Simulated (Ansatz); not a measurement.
YCu2Ge2 in space group I4/mmm (No. 139; Y on 2a, Cu on 4d, Ge on 4e), r²SCAN in the plane-wave PAW code Ansatz, all energies at zero smearing, with the estimated change up to a 700 eV cutoff added, with one set of potentials and settings (totals compare only within such a set). Cell of 5 atoms (1 Y, 2 Cu, 2 Ge): -25730.862 eV.

```tsv
element	reference phase	E (eV/atom)
Y	P6_3/mmc, 2 atoms in the cell	-3859.7274
Cu	Fm-3m, 1 atoms in the cell	-6631.2549
Ge	Fd-3m, 2 atoms in the cell	-4302.9121
```

Formation energy per atom, worked out: (-25730.862 − 1×(-3859.7274) − 2×(-6631.2549) − 2×(-4302.9121))/5 = -0.560 eV/atom (-54 kJ per mol of atoms), at 0 K, without zero-point energy or fitted corrections.

The first step of the workflow began from a Materials Project structure, measured or hypothetical; the Crystallography Open Database copy checked does not list it. Its standing as an ambient phase is unchecked. The cell was relaxed with r²SCAN under the symmetry of its start; whether a distortion lowers the energy is not shown. No spin polarisation was allowed. The references are the lowest solids computed at this level, not always the standard phases.

Potentials: the earlier of the program's two PAW sets.
